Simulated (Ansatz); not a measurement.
Ansatz (a first-principles code) input:

Ansatz 0.2 input:
```yaml
crystal:
  lattice:
    - [3.4924686032, 0.0, 0.0]
    - [0.0, 3.3932147101, 0.0]
    - [-1.4169402828, 0.0, 4.8951182842]
  atoms:
    - { symbol: Na, position: [0.1658086626, 0.7965908777, 0.2992643381] }
    - { symbol: Na, position: [0.8341913374, 0.2965908777, 0.7007356619] }
    - { symbol: H, position: [0.4604400437, 0.93726349, 0.9332970218] }
    - { symbol: H, position: [0.5395599563, 0.43726349, 0.0667029782] }
    - { symbol: O, position: [0.3440563653, 0.7660956323, 0.7732426974] }
    - { symbol: O, position: [0.6559436347, 0.2660956323, 0.2267573026] }
kpoints:
  mp_grid: { grid: [7, 7, 5] }
basis: { xc_grid: 2 }
hamiltonian:
  xc: pbesol
  pseudopotentials: { kind: paw }
scf:
  occupations: { method: fixed }
output:
  optics: { e_range: [0.0, 15.0], de: 0.05, sigma: 0.1, bands: { spectra_wanted_up_to: 12 eV } }
```

Output (shortened):

```
output.optics: the spectra are integrated over the Brillouin zone by k·p interpolation around the k-points, where levels, occupations, output.optics.sigma and …
Pseudopotential: Na, paw, valence charge 9
Pseudopotential: H, paw, valence charge 1
Pseudopotential: O, paw, valence charge 6
Functional definition: PBEsol
Crystal: 6 atoms, lattice volume = 58.011 Å³
Basis set: ecut = 420 eV, 1131 PW (Γ), exchange–correlation on 48×48×72 points (8 copies of the dense FFT grid, shifted against one another)
Bands: 22, of which v1, the nominal top of the filled ones, is band 16 counted from 1 (15 counted from 0)
Symmetry: 2 space group operations
Space group: P21 (ITA 4), of the structure as read, at distance tolerance 3.9e-5 Å
k-points: 72 of 245 (time reversal used)
SCF iter   1: F=—  HF=-4107.785392 eV  |F-HF|=—  |Δ(HF+E_count)|=         —  Δρ=1.07e-2  dr2=5.52e-2  ethr=1.77e-3  ⟨swp⟩=4.5  Hψ=6193  notcnv=0  defer=272
preconditioner: auto → none
SCF iter   2: F=—  HF=-4107.771651 eV  |F-HF|=—  |Δ(HF+E_count)|=   1.37e-2  Δρ=5.90e-3  dr2=1.31e-2  ethr=1.73e-4  ⟨swp⟩=2.0  Hψ=2837  notcnv=0  defer=288
SCF iter   3: F=—  HF=-4107.768033 eV  |F-HF|=—  |Δ(HF+E_count)|=   3.62e-3  Δρ=1.35e-3  dr2=4.65e-4  ethr=4.10e-5  ⟨swp⟩=2.0  Hψ=2153  notcnv=0  defer=288
SCF iter   4: F=—  HF=-4107.768075 eV  |F-HF|=—  |Δ(HF+E_count)|=   4.26e-5  Δρ=3.34e-4  dr2=1.99e-5  ethr=1.45e-6  ⟨swp⟩=3.0  Hψ=2973  notcnv=0  defer=288
SCF iter   5: F=—  HF=-4107.768115 eV  |F-HF|=—  |Δ(HF+E_count)|=   3.98e-5  Δρ=4.92e-5  dr2=9.76e-7  ethr=6.21e-8  ⟨swp⟩=2.1  Hψ=2423  notcnv=0  defer=103
SCF iter   6: F=—  HF=-4107.768114 eV  |F-HF|=—  |Δ(HF+E_count)|=   1.42e-6  Δρ=1.19e-5  dr2=4.58e-8  ethr=3.05e-9  ⟨swp⟩=2.0  Hψ=2464  notcnv=0  defer=103
SCF iter   7: F=—  HF=-4107.768114 eV  |F-HF|=—  |Δ(HF+E_count)|=   9.07e-8  Δρ=2.38e-6  dr2=1.56e-9  ethr=1.43e-10  ⟨swp⟩=2.8  Hψ=2836  notcnv=0  defer=103
SCF iter   8: F=—  HF=-4107.768114 eV  |F-HF|=—  |Δ(HF+E_count)|=   1.72e-9  Δρ=3.25e-7  dr2=4.89e-11  ethr=4.89e-12  ⟨swp⟩=2.0  Hψ=2491  notcnv=0  defer=103
SCF iter   9: F=-4107.768114 eV  HF=-4107.768114 eV  |F-HF|=1.82e-12  |Δ(HF+E_count)|=  3.64e-12  Δρ=4.43e-8  dr2=6.08e-13  ethr=1.00e-12  ⟨swp⟩=8.2  Hψ=5676  notcnv=0
SCF 1 converged in 9 iterations: F = -4107.768114 eV  dr2 = 6.08e-13
NSCF: frozen V_eff on 72 k-points
Optics k sum: 0 of 72 k-points
Optics k sum: 4 of 72 k-points
Optics k sum: 8 of 72 k-points
Optics k sum: 11 of 72 k-points
Optics k sum: 15 of 72 k-points
Optics k sum: 18 of 72 k-points
Optics k sum: 22 of 72 k-points
Optics k sum: 26 of 72 k-points
Optics k sum: 29 of 72 k-points
Optics k sum: 33 of 72 k-points
Optics k sum: 36 of 72 k-points
Optics k sum: 40 of 72 k-points
Optics k sum: 44 of 72 k-points
Optics k sum: 47 of 72 k-points
Optics k sum: 51 of 72 k-points
Optics k sum: 54 of 72 k-points
Optics k sum: 58 of 72 k-points
Optics k sum: 62 of 72 k-points
Optics k sum: 65 of 72 k-points
Optics k sum: 69 of 72 k-points
Optics k sum: 72 of 72 k-points
Optics k sum: 0 of 72 k-points
Optics k sum: 4 of 72 k-points
Optics k sum: 8 of 72 k-points
Optics k sum: 11 of 72 k-points
Optics k sum: 15 of 72 k-points
Optics k sum: 18 of 72 k-points
Optics k sum: 22 of 72 k-points
Optics k sum: 26 of 72 k-points
Optics k sum: 29 of 72 k-points
Optics k sum: 33 of 72 k-points
Optics k sum: 36 of 72 k-points
Optics k sum: 40 of 72 k-points
Optics k sum: 44 of 72 k-points
Optics k sum: 47 of 72 k-points
Optics k sum: 51 of 72 k-points
Optics k sum: 54 of 72 k-points
Optics k sum: 58 of 72 k-points
Optics k sum: 62 of 72 k-points
Optics k sum: 65 of 72 k-points
Optics k sum: 69 of 72 k-points
Optics k sum: 72 of 72 k-points
NSCF: frozen V_eff on 1 k-points
NSCF: frozen V_eff on 1 k-points
NSCF: frozen V_eff on 1 k-points
NSCF: frozen V_eff on 1 k-points
NSCF: frozen V_eff on 1 k-points
NSCF: frozen V_eff on 1 k-points
NSCF: frozen V_eff on 1 k-points
NSCF: frozen V_eff on 1 k-points
NSCF: frozen V_eff on 1 k-points
output.optics: what the bands over the 32 summed would add to eps1, eps2 and the energy-loss function is held between a lower and an upper bound (8 Lanczos …
SCF converged after 9 iterations
Free energy (F): -4107.768114 eV
Harris-Foulkes:  -4107.768114 eV  (|F-HF|=1.82e-12)
Internal energy: -4107.768114 eV  (E = F + TS)
E sigma→0 (E₀):  -4107.768114 eV
Fermi energy:    2.520906 eV
--- Per-component energies (eV) ---
  E_band       = -457.791183
  E_kinetic    = 621.409508
  E_local      = -3114.225308  (includes V_loc(G=0)·N_el)
  E_nonlocal   = 332.091942
  E_hartree    = 1082.451216
  E_xc         = -241.811521
  E_vxc        = -311.427403  (∫ρ·V_xc dr)
  E_paw        = -812.709508  (= ΣΔE_a)
  E_vpaw       = -150.544926  (= ΣTr[D̂ρ^β])
  E_aug_tail   = 0.002566  (compensation charges beyond the density's cutoff)
  E_ewald      = -1975.156972
  E_core_change = 0.179963  (= ΣΔE_core)
  E_smearing   =  0.000000  (= −TS)
  E_closure    =  0.000000  (closes the sum)
  Σ components = -4107.768114   (vs F -4107.768114, Δ=0.00e0)
  [band-id]    e_kinetic+e_local+e_nonlocal+2·e_hartree+e_vxc+e_vpaw+e_augmentation_tail = -457.791189   (vs E_band -457.791183, Δ=-5.76e-6)
--- Band table (eV; the first three rows and the last of 72) ---
  k-point 0: bands = ["-46.3663", "-46.3492", "-18.5487", "-18.4554", "-18.4519", "-18.4378", "-18.4087", "-18.3838", "-14.9739", "-13.7183", "-2.3388", "-1.2385", "2.0085", "2.1637", "2.1748", "2.4030", "6.1618", "11.9020", "12.1228", "13.1325", "14.2770", "14.7540"]
  k-point 1: bands = ["-46.3655", "-46.3500", "-18.5441", "-18.4665", "-18.4555", "-18.4383", "-18.4067", "-18.3866", "-14.9286", "-13.7498", "-2.2377", "-1.3171", "1.8641", "2.0304", "2.1692", "2.4507", "6.6560", "10.7740", "12.4900", "13.8537", "14.4190", "15.0052"]
  k-point 2: bands = ["-46.3640", "-46.3515", "-18.5284", "-18.4992", "-18.4586", "-18.4338", "-18.4037", "-18.3922", "-14.8503", "-13.8060", "-1.9872", "-1.5373", "1.6164", "1.9368", "2.1154", "2.5209", "7.7190", "9.4886", "12.6581", "13.9188", "15.3580", "15.6997"]
  k-point 71: bands = ["-46.3540", "-46.3527", "-18.5204", "-18.5069", "-18.4885", "-18.4765", "-18.4312", "-18.4260", "-14.2861", "-14.0347", "-2.0711", "-1.9898", "1.1445", "1.4448", "1.6910", "1.7762", "10.9528", "11.4719", "11.9903", "12.4762", "13.0647", "13.8263"]
```

Cost: about 50 core-seconds (a rough figure) on shared cores.

Space group P2_1. The first step of the workflow began from a Materials Project structure, measured or hypothetical; the Crystallography Open Database copy checked does not list it. COD files the formula under space group No. 11. Its standing as an ambient phase is unchecked. The cell was relaxed with PBEsol under the symmetry of its start; its stability against distortions is not shown here.

Potentials: the later of the program's two PAW sets.

Ansatz is a plane-wave DFT program.
